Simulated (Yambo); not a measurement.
Yambo run on a free-standing MgI$_{2}$ monolayer (symmetry P-3m1, slab cell 16.3 Å high). The wavefunctions come from this Quantum ESPRESSO step (PBEsol, PseudoDojo standard norm-conserving files, scalar-relativistic):

```
&CONTROL
  calculation = 'nscf'
  pseudo_dir = './pseudo'
  outdir = './out'
/
&SYSTEM
  ibrav = 0
  nat = 3
  ntyp = 2
  ecutwfc = 84.0
  ecutrho = 336.0
  occupations = 'fixed'
  force_symmorphic = .true.
  nbnd = 159
  assume_isolated = '2D'
/
&ELECTRONS
  conv_thr = 3.0000000000000004e-09
  diago_full_acc = .true.
  diago_thr_init = 1e-08
/
ATOMIC_SPECIES
Mg 24.3050 Mg.upf
I 126.9045 I.upf
CELL_PARAMETERS angstrom
  4.130242301363   0.000000000000   0.000000000000
 -2.065121150681   3.576894756765   0.000000000000
  0.000000000000   0.000000000000  16.300000000000
ATOMIC_POSITIONS crystal
Mg   0.000000000000   0.000000000000   0.000000000000
I   0.333333333333   0.666666666667   0.102246970500
I   0.666666666667   0.333333333333  -0.102246970500
K_POINTS automatic
6 6 1 0 0 0
```

Yambo input:

```
rim_cut
gw0
dyson
el_el_corr
HF_and_locXC
ppa
em1d
rim_w
RandQpts= 1000000
RandGvec= 2 Ry
CUTGeo= "slab z"
EXXRLvcs= 84 Ry
VXCRLvcs= 336 Ry
Chimod= "HARTREE"
% BndsRnXp
 5 | 158 |
%
NGsBlkXp= 7 Ry
% LongDrXp
 1.0 | 1.0 | 0.0 |
%
RandGvecW= 820 mRy
PPAPntXp= 27.2114 eV
% GbndRnge
 1 | 158 |
%
GTermKind= "BG"
DysSolver= "n"
ExtendOut
% QPkrange
 1 | 1 | 12 | 13 |
 4 | 4 | 12 | 13 |
 7 | 7 | 12 | 13 |
%
```

k points by index: 1 = Γ, 4 = M, 7 = K.

Resulting energies as the program prints them:

```
#    K-point    Band    Eo [eV]    E [eV]    E-Eo [eV]    Vxc [eV]    Vnlxc [eV]    Sc|Eo [eV]    Sc|E [eV]    dSc/dw|Eo [eV]    Re(Z)    Im(Z)
#
    1    12    0.000000    -1.368158    -1.368158    -11.57191    -14.31485    1.041917    1.374780    -6.619561    0.804330    -0.001900
    1    13    4.098557    5.088407    0.989850    -8.520627    -4.584331    -2.750427    -2.946447    -5.387702    0.834725    -0.001720
    4    12    -0.473376    -1.881582    -1.408205    -11.24995    -14.18311    1.176176    1.524946    -6.738592    0.801509    -0.001937
    4    13    3.619295    4.666497    1.047203    -9.055214    -5.119059    -2.666309    -2.888952    -5.784360    0.824690    -0.001824
    7    12    -0.805957    -2.303387    -1.497430    -10.92878    -14.05308    1.254588    1.626867    -6.764273    0.800904    -0.001897
    7    13    4.458823    5.571101    1.112277    -9.493182    -5.350488    -2.785665    -3.030417    -5.986670    0.819663    -0.001940
```
(The two width columns are left out.) Convergence of these settings isn't established.

Spin-orbit coupling is not included.

Geometry relaxed with PBEsol.

This is a model layer cut from the bulk structure; whether it is stable on its own was not checked.
